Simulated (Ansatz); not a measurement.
AlFe:
```yaml
crystal:
  lattice:
    - [2.84501, 0.00000, 0.00000]
    - [0.00000, 2.84501, 0.00000]
    - [0.00000, 0.00000, 2.84501]
  atoms:
    - { symbol: Fe, position: [0.50000, 0.50000, 0.50000], spin: 0.7 }
    - { symbol: Al, position: [0.00000, 0.00000, 0.00000], spin: -0.1 }
```

This is the PBEsol-relaxed structure.

Question: All from plane-wave PAW PBEsol (Ansatz code), unless another level is named. Predict the formation energy from the elements (no fitted shifts).

Answer: -33 kJ/mol of atoms.

Question: Give the density of states at the Fermi level.

Answer: 1.0 states/eV per atom (mean over ±0.08 eV).

Space group Pm-3m (CsCl type). Symmetry was held in the PBEsol relaxation. The final state is ferromagnetic, chosen from 4 collinear starts compared on coarse meshes (ties went to the first, and starts can fall back to one state), not a proven ground state. The references are the lowest solids computed at this level, not always the standard phases.

Potentials: the later of the program's two PAW sets.
